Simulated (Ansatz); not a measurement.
Relaxed-ion elastic tensor of NaCl (rock salt, space group No. 225) in GPa (Voigt order), PBEsol (plane waves, PAW; program Ansatz); density 2.21 g/cm³, 21.97 Å³ per atom.

```
54.9  11.4  11.4   0.0   0.0   0.0
11.4  54.9  11.4   0.0   0.0   0.0
11.4  11.4  54.9   0.0   0.0   0.0
 0.0   0.0   0.0  12.1   0.0   0.0
 0.0   0.0   0.0   0.0  12.1   0.0
 0.0   0.0   0.0   0.0   0.0  12.1
```

Question: Is the crystal mechanically stable?

Answer: Yes: the smallest eigenvalue of C is 12.1 GPa.

Question: Work out the Voigt, Reuss and Hill averages.

Answer: K_V = 25.9, K_R = 25.9, K_H = 25.9; G_V = 15.9, G_R = 14.7, G_H = 15.3 GPa.

Question: Give Young's modulus, Poisson's ratio, Pugh's ratio and the universal anisotropy index.

Answer: E = 9KG/(3K + G) = 38.3 GPa; ν = 0.25; K/G = 1.69 (near the Pugh limit of 1.75, no verdict); A_U = 5G_V/G_R + K_V/K_R − 6 = 0.43.

Question: Estimate the sound speeds and the Debye temperature.

Answer: v_l = √((K + 4G/3)/ρ) = 4580 m/s, v_t = √(G/ρ) = 2630 m/s, mean 2920 m/s; Θ = (h/k)(3n/4πV)^(1/3) v_m = 311 K.

Question: Give the Zener ratio and Young's modulus along [100], [110] and [111].

Answer: A = 2C44/(C11 − C12) = 0.55; 1/E = S11 − 2(S11 − S12 − S44/2)Γ with Γ = 0, 1/4, 1/3 gives 50.9, 34.6, 31.3 GPa.

Question: Solve the Christoffel equation for the three sound speeds along [100], [110], [111].

Answer: Eigenvalues of C_ijkl n_j n_l equal ρv². In km/s, slowest first: [100] 2.34, 2.34, 4.98; [110] 2.34, 3.14, 4.52; [111] 2.89, 2.89, 4.36.

Space group Fm-3m (rock salt). The PBEsol relaxation kept the symmetry of its start; phonons on a q-mesh show no instability.

Potentials: the later of the program's two PAW sets.
